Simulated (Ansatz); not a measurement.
**AlCo: computed property card**

AlCo:
```yaml
crystal:
  lattice:
    - [0.00000, 2.36590, 2.36590]
    - [2.36590, 0.00000, 2.36590]
    - [2.36590, 2.36590, 0.00000]
  atoms:
    - { symbol: Co, position: [0.00000, 0.00000, 0.00000] }
    - { symbol: Al, position: [0.50000, 0.50000, 0.50000] }
```

Space group Fm-3m (No. 225), rock salt; conventional cell a = 4.7318 Å, b = 4.7318 Å, c = 4.7318 Å, α = 90.00°, β = 90.00°, γ = 90.00°.

Method: plane-wave PAW PBEsol (Ansatz code). Structure relaxed to zero pressure with the same functional. Other levels are named where they apply.

**Cell and energy**

- Volume per atom = 13.24 Å³
- Density = 5.39 g/cm³
- Formation energy from the elements (no fitted shifts) = 0.27 eV/atom

**Electronic structure**

Electronic character: metallic (no gap)
Density of states at the Fermi level: 0.47 states/eV per atom (mean over ±0.08 eV)

**Magnetism**

- Magnetic order: non-magnetic (starting moments vanished)

**Mechanics**

Bulk modulus (Birch–Murnaghan fit): 132 GPa
Pressure derivative B′: 4.1
Elastic constants (relaxed ions, GPa): C11 = 302, C12 = 46.1, C44 = -87.9
Mechanical stability: unstable (C has a negative eigenvalue)

**Phonons**

- Highest zone-centre frequency = 333 cm⁻¹
- Zone-centre stability = no imaginary mode at Γ

The start of the workflow was typed in or built on a structure type; neither database checked (COD, Materials Project) lists it. Whether it is the stable phase at ambient conditions was not checked. Symmetry was held in the PBEsol relaxation. The workflow began spin-polarised and lost its moments. Its formation energy is positive at this level, so the cell may be metastable or incomplete. As this level gives no gap, shear constants depend on the k-mesh and smearing (Fermi–Dirac, 0.1 eV here). As this level gives no gap, phonon frequencies hold no LO–TO term and depend on the k-mesh and smearing (Fermi–Dirac, 0.1 eV here). On the denser mesh and wider smearing of the elastic run this cell carries a stress of 0.3 GPa. The references are the lowest solids computed at this level, not always the standard phases.

Potentials: the earlier of the program's two PAW sets. The files were generated under PBE; for other functionals the program regenerates the frozen cores, and for LDA and PBEsol the local potential too.
